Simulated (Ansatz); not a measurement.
**Ti: stiffness from a series of strains**

```yaml
crystal:
  lattice:
    - [2.95000, 0.00000, 0.00000]
    - [-1.47500, 2.55477, 0.00000]
    - [0.00000, 0.00000, 4.68600]
  atoms:
    - { symbol: Ti, position: [0.33333, 0.66667, 0.25000] }
    - { symbol: Ti, position: [0.66667, 0.33333, 0.75000] }
```

Atom numbers follow the list: Ti1, Ti2.

The geometry is COD entry 9008517, unchecked; take it as a test cell.

Level of theory: DFT, PBEsol, all-electron LAPW, scalar-relativistic in Ansatz 0.2.0.

Sampling and basis: a Γ-centred 13×13×7 k mesh, Fermi–Dirac smearing of 0.08 eV, basis error target 0.5 meV/atom, no spin polarisation.

The strain is applied along the Cartesian axes of the cell as listed (the other components stay zero). Fractional coordinates are held (clamped ions).

σ is the change of stress from the unstrained cell, which is at -5.81 GPa; tension is positive, so slopes are stress–strain coefficients at that pressure. In a metal the k mesh adds noise.

Only quantities that a quadratic follows smoothly over the whole series are listed; rougher ones are left out.

```csv
εxx = εyy,σzz (GPa),σxx (GPa)
-0.0300,-4.44,-7.71
-0.0100,-1.34,-2.37
0.0000,0.00,0.00
0.0100,1.22,2.17
0.0200,2.32,4.16
0.0300,3.34,5.96
```

Task: Fit the series and read off the stiffness at zero strain.

Result: Least-squares fits y = p0 + p1 x + p2 x² to the rows give σzz (GPa): p1 = 129, p2 = -610; σxx (GPa): p1 = 228, p2 = -970. So C13 + C23 = 129 GPa and C11 + C12 = 228 GPa, for these axes.

Task: One run, at εxx = εyy = -0.0200, is withheld. Predict its row.

Result: The fits give -2.83, -4.95; the run gave -2.81, -4.93.
